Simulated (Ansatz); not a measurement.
## Convergence of LiMg2 with the plane-wave cutoff

These are results of DFT PBEsol, scalar-relativistic, plane waves, PAW (Ansatz), not measurements.

```
Li Mg
1.0
     5.43018   -1.72692    0.00000
     5.43018    1.72692    0.00000
    -1.09797    0.00000    3.28635
Li Mg
1 2
Cartesian
  4.8812 0.0000 1.6432
  8.2135 0.0000 2.7643
  1.5489 0.0000 0.5221
```

The Γ-centred k-mesh is 12×12×12 and the occupation rule is Gaussian smearing, 0.1 eV. The spin treatment is unpolarised and the valence charge of the PAW sets is Li 3, Mg 10.

The atoms are held and the plane-wave cutoff is swept. Energies are extrapolated to zero smearing and count from the reference run, 500 eV. The cell isn't necessarily relaxed at this level. Pressure is positive in compression and holds a correction for the finite cutoff (Pulay stress).

(1) Tried: 250, 300, 350, 420, 500 eV. From which plane-wave cutoff on does the energy per atom stay within 100, 10 and 1 meV of the reference?

Answers

(1) 300 for 100 meV, 350 for 10 meV, 350 for 1 meV. The reference itself isn't shown to be converged. At 350 eV, where the energy is within 10 meV, force components already agree to within 0.001 eV/Å, where the largest force is 0.005 eV/Å.

```
cutoff (eV)  ΔE (meV/atom) P (GPa) largest change of a force component (eV/Å) plane waves at Γ
        250            148     0.01                                       0.004               561
        300           14.1     0.00                                       0.000               699
        350           0.93    -0.02                                       0.000               939
        420           0.13    -0.02                                       0.000              1201
        500           0.00    -0.02                                       0.000              1567
```